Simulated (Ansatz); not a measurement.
Name crystals whose computed values (PBEsol (plane waves, PAW; program Ansatz)) fall in these windows: B₀ by P(V) fit (GPa) 200 to 270; highest Γ mode, no LO–TO term (cm⁻¹) 310 to 390; Θ_D (K) 480 to 630.



| crystal | B₀ by P(V) fit (GPa) | highest Γ mode, no LO–TO term (cm⁻¹) | Θ_D (K) |
|---|---|---|---|
| SiNi3, Cu3Au type | 240 | 337 | 585 |
| AlRu, CsCl type | 219 | 321 | 531 |
Others may fit too.

All cells were relaxed under the symmetry of their starts (and spin orders); stability against distortions was not tested throughout. Rows with no word on spin ran without spin polarisation. Spin–orbit coupling is left out wherever it is not named.

Potentials: the later of the program's two PAW sets.
